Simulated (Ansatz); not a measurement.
The relaxed structure here is a generated cell of Bi: the first start was made by a random draw of sites in a space group, and the end was not matched to a known phase here, so it may be hypothetical. Known forms of Bi include space group No. 166.

One stationary structure of Bi. Space group P6/mmm (No. 191), AFLOW prototype A_hP1_191_a (A_f, as in Sn). Calculation: PBE (plane waves to 420 eV, PAW, scalar-relativistic; Ansatz, an electronic-structure program).

Space group P6/mmm (No. 191); a = b = 3.4371 Å, c = 3.3018 Å, α = β = 90.00°, γ = 120.00°

```tsv
atom	site	symmetry	x	y	z
Bi	1b	6/mmm	0.0000	0.0000	0.5000
```

* **Volume per atom**: 33.78 Å³
* **Density**: 10.27 g/cm³
* **Band gap**: zero (metallic)
* **Shortest distances**: Bi–Bi 3.30 Å
* **k-mesh**: 16×16×14

Band energies at high-symmetry points (eV from the Fermi level; labels of this space group; no spin-orbit coupling), from −5 eV up to 2.9 eV:

```json
[
 {"point": "Γ", "energies": "2.68"},
 {"point": "M", "energies": "-4.89 1.51"},
 {"point": "K", "energies": "-3.29 -3.29"},
 {"point": "A", "energies": "–"},
 {"point": "L", "energies": "-3.19 -2.51"},
 {"point": "H", "energies": "-2.03 -1.54 -1.54"}
]
```

No spin polarisation in the result.

The run could not lose the symmetry of its start; a randomly shaken copy of 2 atoms returns to this structure.
